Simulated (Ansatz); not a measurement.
Al$_{12}$W:
Space group Im-3 (No. 204); a = b = c = 7.538 Å, α = β = γ = 90.00°

```tsv
atom	site	symmetry	x	y	z
Al	24g	m..	0.0000	0.1857	0.3087
W	2a	m-3.	0.0000	0.0000	0.0000
```
(The calculation used a cell of 13 atoms; values per cell refer to that cell.)

This is the PBEsol-relaxed structure.

Q: All from DFT-PBEsol in the program Ansatz with PAW potentials, unless another level is named. Give the Poisson's ratio.

A: 0.24.

Q: Give the elastic constants (relaxed ions, GPa).

A: C11 = 180, C12 = 55.6, C44 = 59.8.

Q: And the highest zone-centre frequency?

A: 378 cm⁻¹.

The workflow started from a Materials Project entry (that database holds measured and hypothetical structures alike); the Crystallography Open Database copy checked does not list it. Whether it is the stable phase at ambient conditions was not checked. The PBEsol relaxation kept the symmetry of its start; its stability against distortions is not shown here. The run is not spin-polarised. As this level gives no gap, shear constants depend on the k-mesh and smearing (Fermi–Dirac, 0.1 eV here). As this level gives no gap, phonon frequencies hold no LO–TO term and depend on the k-mesh and smearing (Fermi–Dirac, 0.1 eV here). Scalar-relativistic: spin–orbit coupling is off unless named, which matters more the heavier the elements.

Potentials: the later of the program's two PAW sets.
